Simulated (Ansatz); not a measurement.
Relaxed candidate structures of RbBr:

A. Fm-3m (No. 225), cF8, rock salt type; a = b = c = 7.018 Å, α = β = γ = 90.00°; Rb 4a (0.000, 0.000, 0.000); Br 4b (0.500, 0.500, 0.500)

B. F-43m (No. 216), cF8, zinc blende type; a = 7.7905 Å, b = 7.7905 Å, c = 7.7905 Å, α = 90.00°, β = 90.00°, γ = 90.00°; Br 4c (0.250, 0.250, 0.250); Rb 4a (0.000, 0.000, 0.000)

Task: Rank these by energy per atom (lowest first), as PBE (plane waves to 420 eV, PAW, scalar-relativistic; Ansatz, an electronic-structure program) gives it.

Result: A (reference, the lowest of the structures calculated here), B (+0.093 eV/atom)

Task: Give each candidate's band gap.

Result: No candidate is metallic. A: 4.19 eV (no spin-orbit coupling); B: 4.05 eV (no spin-orbit coupling).

Each run could gain symmetry but not lose that of its start, so entries can be saddle points. From databases, or of a type measured for this composition: Fm-3m, cF8, rock salt type; the others are generated cells (placed on structure types, drawn at random, substituted or restacked) that were not matched to a known phase here. Energies are at zero temperature and pressure, without zero-point motion. Each cell has its own k-point mesh; energy differences are given only to the digits this allows. No spin polarisation in the result.
